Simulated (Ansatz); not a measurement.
**From the elastic tensor of Hf$_{3}$H to moduli and sound speeds**

Theory: Ansatz, DFT PBE, scalar-relativistic, plane waves, PAW. Plane waves to 420 eV; Γ-centred k mesh 12×12×2; Gaussian smearing of 0.10 eV. No spin polarisation.

Space group P-3m1 (No. 164), trigonal, a = 3.212 Å, c = 15.701 Å. Around Hf on its first site lie 4 H at 2.07–2.09 Å, 9 Hf at 3.15–3.21 Å and 3 Hf at 3.53 Å; Hf on its second site is surrounded by 12 Hf at 3.13–3.21 Å; Hf on its third site has 12 Hf at 3.14–3.21 Å and 1 H at 3.46 Å; H is surrounded by 4 Hf at 2.07–2.09 Å, 3 H at 2.20 Å, 6 H at 3.21 Å and 1 Hf at 3.46 Å.

The cell was found from a proposed guess, not taken from experiment. In a metal, frequencies and elastic constants depend on the k mesh and the smearing, soft modes and shear constants most. Some empty bands missed the eigensolver's threshold. Spin–orbit coupling is left out, which matters for heavy elements.

Relaxed-ion constants (GPa, on the Cartesian axes of the calculation):
```
172.8  92.3  69.4  -6.8   0.0   0.0
 92.3 172.8  69.4   6.8   0.0   0.0
 69.5  69.5 201.4   0.0   0.0   0.0
 -6.8   6.8   0.0  43.9   0.0   0.0
  0.0   0.0   0.0   0.0  43.9  -6.8
  0.0   0.0   0.0   0.0  -6.8  40.3
```

Density 12.700 g/cm³; 8 atoms in 140.29 Å³.

```
Bulk modulus, Voigt / Reuss / Hill          : 112.1 / 112.1 / 112.1 GPa
Shear modulus, Voigt / Reuss / Hill         : 46.7 / 44.2 / 45.4 GPa
Young's modulus                             : 120 GPa
Poisson ratio                               : 0.321
Pugh ratio B/G                              : 2.47 (over 1.75, the rule of thumb for ductile)
Universal anisotropy index                  : 0.28
Longitudinal and transverse sound speeds    : 3688 and 1892 m/s
Debye temperature from the mean sound speed : 243 K
```
